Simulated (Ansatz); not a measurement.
A geometry of W away from equilibrium: the start of the relaxation of a generated cell, W placed in the AFLOW prototype A_tP4_129_ac (A_d). The numbers are results of r2SCAN (plane waves to 500 eV, PAW, scalar-relativistic; Ansatz, a quantum-chemistry and plane-wave program), not measurements. Γ-centred k-mesh 7×7×10 on the run's cell (coarser than for final values), Fermi–Dirac smearing 0.05 eV.

```xyz
4
Lattice="4.5015 0.0000 0.0000 0.0000 4.5015 0.0000 0.0000 0.0000 3.1144" Properties=species:S:1:pos:R:3 pbc="T T T"
W      0.0000     0.0000     0.0000
W      2.2508     2.2508     0.0000
W      2.2508     0.0000     1.1679
W      0.0000     2.2508     1.9465
```

Q: Predict the force on each atom, in eV/Å.

A: 
| atom | Fx | Fy | Fz |
|---|---|---|---|
| W1 | 0.00 | 0.00 | 0.00 |
| W2 | 0.00 | 0.00 | 0.00 |
| W3 | 0.00 | 0.00 | 6.40 |
| W4 | 0.00 | 0.00 | -6.40 |

Q: What is the pressure?

A: +19.1 GPa, compression positive.

Q: How far above the relaxed end point is this geometry?

A: 0.60 eV/atom; the path ends in Im-3m (No. 229) (bcc (W type)).

No spin polarisation in the result.

The run could not lose the symmetry of its start; a randomly shaken copy of 2 atoms returns to this structure.
